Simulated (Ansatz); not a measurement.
## From a trial cell to the properties of CuSb2 in the CdI2-type structure

The computed numbers are results of PBE, scalar-relativistic (no spin polarisation) in the plane-wave PAW code Ansatz at 420 eV, Γ-centred 10×10×8 mesh, 0.05 eV Gaussian smearing. The datasets are Ansatz's generated set soft_2.

The cell came from substitution into a structure type; no database entry of this phase was matched, which doesn't show that none exists.

The start:

```yaml
crystal:
  lattice:
    - [3.55038, 0.00000, 0.00000]
    - [-1.77519, 3.07472, 0.00000]
    - [0.00000, 0.00000, 5.72751]
  atoms:
    - { symbol: Cu, position: [0.00000, 0.00000, 0.00000] }
    - { symbol: Sb, position: [0.33333, 0.66667, 0.25200] }
    - { symbol: Sb, position: [0.66667, 0.33333, 0.74800] }
```

The steps in volume:

```tsv
run	level	k-mesh	kind	V (Å³/atom)	P (GPa)	E − E(final) (meV/atom)	gap on the mesh (eV)
1	PBE	12×12×6	cell and atoms relaxed	23.25	0.0	1.3	metal
2	PBE	10×10×8	cell and atoms relaxed	23.28	0.0	0.0	metal
```

The cell is relaxed to zero pressure at this level.

The final structure (symmetry read at 0.01 Å). It takes space group P-3m1 (No. 164, trigonal). The conventional cell has a = 4.032 Å, b = 4.032 Å, c = 4.961 Å, α = 90.00°, β = 90.00°, γ = 120.00°. Cu (site symmetry -3m) is surrounded by 6 Sb at 2.66 Å. Around Sb (site symmetry 3m) lie 3 Cu at 2.66 Å. (Neighbours are counted to 15 % beyond the shortest distance.)

| atom | site | symmetry | x | y | z |
| --- | --- | --- | --- | --- | --- |
| Cu | 1a | -3m. | 0.0000 | 0.0000 | 0.0000 |
| Sb | 2d | 3m. | 0.3333 | 0.6667 | 0.2589 |

At the final geometry the gap, band path included, is zero (metallic). Against the elements' standard states, run alike and uncorrected, the formation energy is 0.09 eV/atom, so this structure is unstable against them at this level. The runs in the table took roughly 3 core-minutes.

**Why it comes out so.**

The calculation's cell holds 49 valence electrons, an odd number. Without magnetic order each band takes two, so one stays part-filled and the crystal must be a metal. (Only strong correlation, outside this picture, could make a Mott insulator of it.)

These numbers lack spin–orbit coupling. Spin polarisation wasn't tried.
